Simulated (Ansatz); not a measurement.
## How much do the gradients of Bi2S3 depend on the method?

Cell: a COD entry (listed for 5.9 GPa) whose atoms were relaxed with PBE, the cell held.

```yaml
crystal:
  lattice:
    - [10.75800, 0.00000, 0.00000]
    - [0.00000, 3.88330, 0.00000]
    - [0.00000, 0.00000, 10.65000]
  atoms:
    - { symbol: Bi, position: [0.99518, 0.25000, 0.67728] }
    - { symbol: Bi, position: [0.50482, 0.75000, 0.17728] }
    - { symbol: Bi, position: [0.49518, 0.25000, 0.82272] }
    - { symbol: Bi, position: [0.00482, 0.75000, 0.32272] }
    - { symbol: Bi, position: [0.32391, 0.25000, 0.47188] }
    - { symbol: Bi, position: [0.17609, 0.75000, 0.97188] }
    - { symbol: Bi, position: [0.82391, 0.25000, 0.02812] }
    - { symbol: Bi, position: [0.67609, 0.75000, 0.52812] }
    - { symbol: S, position: [0.05109, 0.25000, 0.12878] }
    - { symbol: S, position: [0.44891, 0.75000, 0.62878] }
    - { symbol: S, position: [0.55109, 0.25000, 0.37122] }
    - { symbol: S, position: [0.94891, 0.75000, 0.87122] }
    - { symbol: S, position: [0.37570, 0.25000, 0.05837] }
    - { symbol: S, position: [0.12430, 0.75000, 0.55837] }
    - { symbol: S, position: [0.87570, 0.25000, 0.44163] }
    - { symbol: S, position: [0.62430, 0.75000, 0.94163] }
    - { symbol: S, position: [0.22279, 0.25000, 0.79847] }
    - { symbol: S, position: [0.27721, 0.75000, 0.29847] }
    - { symbol: S, position: [0.72279, 0.25000, 0.70153] }
    - { symbol: S, position: [0.77721, 0.75000, 0.20153] }
```

Sites (sets of like atoms) are named by element and the number of their first atom in this list.

First run. Computed with Ansatz: DFT, PBE, plane waves and PAW, scalar-relativistic, 420 eV cutoff, Γ-centred 3×7×3 k-points, Fermi–Dirac smearing 0.02 eV.

| site | atom | V_zz (10²¹ V/m²) | η |
| --- | --- | --- | --- |
| Bi1 | 1 | -2.17 | 0.01 |
| Bi5 | 5 | -10.45 | 0.18 |
| S9 | 9 | -1.97 | 0.36 |
| S13 | 13 | -5.96 | 0.14 |
| S17 | 17 | 0.96 | 0.22 |

Second run. The same atoms and settings, except that the functional is r2SCAN and the cutoff is 500 eV.

(1) Given the first result, estimate the second.

## Answers

(1) 

| site | atom | V_zz | η | change of V_zz |
| --- | --- | --- | --- | --- |
| Bi1 | 1 | -1.96 | 0.15 | +0.21 |
| Bi5 | 5 | -11.99 | 0.14 | -1.54 |
| S9 | 9 | -2.07 | 0.44 | -0.10 |
| S13 | 13 | -6.00 | 0.13 | -0.04 |
| S17 | 17 | 1.28 | 0.18 | +0.32 |

The largest change of V_zz is on Bi5, from -10.45 to -11.99. In per cent, |V_zz| changes by -10 to +15 on Bi, +1 to +34 on S (all sites that start above 0.5).

For the first run: At this cell the PBE pressure is 8 GPa, so with PBE the cell would grow if it were relaxed. Spin–orbit coupling is left out, which shifts gradients on Bi by a few per cent in wide-gap crystals, and can shift them far more where the calculated gap is small or absent, as here.
For the second run: At this cell the r2SCAN pressure is 7 GPa, so with r2SCAN the cell would grow if it were relaxed. Spin–orbit coupling is left out, which shifts gradients on Bi by a few per cent, and by more where contributions nearly cancel.
